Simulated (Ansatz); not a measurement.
# Response of ZnCu to small distortions

```xyz
2
Lattice="2.9450 0.0000 0.0000 0.0000 2.9450 0.0000 0.0000 0.0000 2.9450" Properties=species:S:1:pos:R:3 pbc="T T T"
Zn    1.4725    1.4725    1.4725
Cu    0.0000    0.0000    0.0000
```

Atom numbers follow the list: Zn1, Cu2.

The cell comes from COD entry 9008814, which wasn't checked; take it as a given geometry.

These are results of Ansatz 0.2.0, DFT, PBEsol, all-electron LAPW, scalar-relativistic, not measurements.

Sampling and basis: a Γ-centred 14×14×14 k mesh, Fermi–Dirac smearing of 0.05 eV, basis error target 0.5 meV/atom, no spin polarisation.

The unchanged cell is at -4.75 GPa.

In a metal, stresses and small energies carry noise from the k mesh.

x, y and z are the Cartesian axes of the cell as listed; fractional coordinates follow a strain, and an engineering shear is twice the off-diagonal strain component.

Task: With this change (equal xy, yz and zx engineering shear strains of -2 %), what becomes of the energy and stress?

Result: Energy change +5 meV/atom; stress change (xx, yy, zz, yz, xz, xy) 0.19, 0.19, 0.19, 2.07, 2.07, 2.07 GPa, compression positive.

Task: With this change (equal xy, yz and zx engineering shear strains of -1 %), what becomes of the energy and stress?

Result: Energy change +1 meV/atom; stress change (xx, yy, zz, yz, xz, xy) 0.05, 0.05, 0.05, 1.00, 1.00, 1.00 GPa, compression positive.

Task: With this change (equal xy, yz and zx engineering shear strains of +1 %), what becomes of the energy and stress?

Result: Energy change +1 meV/atom; stress change (xx, yy, zz, yz, xz, xy) 0.05, 0.05, 0.05, -0.89, -0.89, -0.89 GPa, compression positive.

With equal xy, yz and zx engineering shear strains of +2 %: energy change +4 meV/atom; stress change (xx, yy, zz, yz, xz, xy) 0.19, 0.19, 0.19, -1.68, -1.68, -1.68 GPa, compression positive.
